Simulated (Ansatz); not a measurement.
WP2 (space group C2/m)

```
WP2
1.0
    4.20818    -1.56700     0.00000
    4.20818     1.56700     0.00000
   -3.61739     0.00000     6.46707
P W
4 2
Direct
  0.13867   0.13867   0.02494
  0.86133   0.86133   0.97506
  0.39885   0.39885   0.60056
  0.60115   0.60115   0.39944
  0.84236   0.84236   0.29386
  0.15764   0.15764   0.70614
```

The slice is a (001) plane (indices of the conventional cell) through the point (0.842, 0.842, 0.294) (fractional), spanned by u = [1 -1 0] and v = [110] in vectors of this cell: u (3.13 Å) and v (8.42 Å, at 90° to u). It covers one period; positions are fractions (u, v).

These are LDA (plane waves to 420 eV, PAW, scalar-relativistic; Ansatz, a program for electronic structure) values and carry that method's errors. k mesh 16×16×7. These are valence fields of a PAW run, semicore shells included where kept as valence: close to a nucleus they are smooth pseudo fields. Spin-orbit coupling is left out, though W is heavy. WP2 is run without spin polarisation. WP2 was relaxed with its symmetry unable to fall.

Question: Sketch the electron localisation function (ELF) on this plane as a map.

Answer: 
| v \ u | 0.00 | 0.08 | 0.17 | 0.25 | 0.33 | 0.42 | 0.50 | 0.58 | 0.67 | 0.75 | 0.83 | 0.92 |
|---|---|---|---|---|---|---|---|---|---|---|---|---|
| 0.94 | 0.70 | 0.72 | 0.64 | 0.32 | 0.17 | 0.24 | 0.31 | 0.24 | 0.17 | 0.32 | 0.64 | 0.72 |
| 0.84 | 0.52 | 0.50 | 0.43 | 0.31 | 0.19 | 0.13 | 0.10 | 0.13 | 0.19 | 0.31 | 0.43 | 0.50 |
| 0.75 | 0.78 | 0.78 | 0.75 | 0.63 | 0.39 | 0.17 | 0.10 | 0.17 | 0.39 | 0.63 | 0.75 | 0.78 |
| 0.66 | 0.77 | 0.80 | 0.80 | 0.72 | 0.50 | 0.28 | 0.21 | 0.28 | 0.50 | 0.72 | 0.80 | 0.80 |
| 0.56 | 0.45 | 0.37 | 0.24 | 0.34 | 0.63 | 0.72 | 0.70 | 0.72 | 0.63 | 0.34 | 0.24 | 0.37 |
| 0.47 | 0.34 | 0.24 | 0.18 | 0.47 | 0.72 | x | x | x | 0.72 | 0.47 | 0.18 | 0.24 |
| 0.38 | 0.18 | 0.18 | 0.19 | 0.20 | 0.22 | 0.25 | 0.27 | 0.25 | 0.22 | 0.20 | 0.19 | 0.18 |
| 0.28 | 0.06 | 0.10 | 0.29 | 0.57 | 0.77 | 0.85 | 0.87 | 0.85 | 0.77 | 0.57 | 0.29 | 0.10 |
| 0.19 | 0.25 | 0.34 | 0.57 | 0.75 | 0.80 | 0.74 | 0.67 | 0.74 | 0.80 | 0.75 | 0.57 | 0.34 |
| 0.09 | 0.53 | 0.49 | 0.37 | 0.32 | 0.46 | 0.59 | 0.62 | 0.59 | 0.46 | 0.32 | 0.37 | 0.49 |
| 0.00 | x | x | 0.69 | 0.52 | 0.18 | 0.23 | 0.35 | 0.23 | 0.18 | 0.52 | 0.69 | x |

Values: electron localisation function (ELF). Points within 0.4 Å of a nucleus are blanked (x), as the pseudised field means little there.
